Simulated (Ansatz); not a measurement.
Property card for Cu3Ni2

These are results of Ansatz 0.2.0, DFT PBE, scalar-relativistic, plane waves, PAW, not measurements.

Plane waves to 420 eV, a k mesh through Γ of 18×18×2 on the computed 10-atom cell and Gaussian smearing (0.10 eV); collinear spin from starting moments 0.0 0.0 0.0 0.0 0.0 0.0 0.5 0.5 0.6 0.6 μB.

The structure is relaxed at this level of theory with its symmetry kept, and needn't be the ground state of this composition.

Space group P-6m2 (No. 187), hexagonal, a = 2.524 Å, c = 20.862 Å. Cu on a site of symmetry 3m has 12 Cu at 2.52–2.58 Å; around Cu on a site of symmetry -6m2 lie 6 Cu at 2.52 Å and 6 Ni at 2.55 Å; around Cu on a second site of symmetry 3m lie 9 Cu at 2.52–2.58 Å and 3 Ni at 2.54 Å; around Cu on a second site of symmetry -6m2 lie 12 Cu at 2.52–2.58 Å; around Ni on its first site lie 9 Ni at 2.48–2.52 Å and 3 Cu at 2.54 Å; Ni on its second site has 9 Ni at 2.48–2.52 Å and 3 Cu at 2.55 Å.

```json
{
  "Volume per atom": "77.6 bohr³",
  "Formation energy from the elements' standard states (uncorrected)": "+0.030 eV/atom",
  "Kohn–Sham band gap": "none (metal)",
  "Density of states at the Fermi level": "12.4 states/eV per cell",
  "Orbital (Löwdin) character within 0.5 eV of the Fermi level": "Ni 3d 75 %, Cu 3d 10 %, unprojected 5 %",
  "Bader charge by site (e)": "Cu (2 in the cell) 0.00, Cu (1 in the cell) 0.03, Cu (2 in the cell) 0.02, Cu (1 in the cell) 0.00, Ni (2 in the cell) -0.02, Ni (2 in the cell) -0.01",
  "Total moment": "1.84 μB per cell",
  "Moment by site (μB)": "Ni7 0.48, Ni8 0.48, Ni9 0.51, Ni10 0.51"
}
```

Only this magnetic start was tried.

The cell was found from a structure generator's guess, not taken from experiment. Löwdin shares on free-atom orbitals overweight diffuse shells.
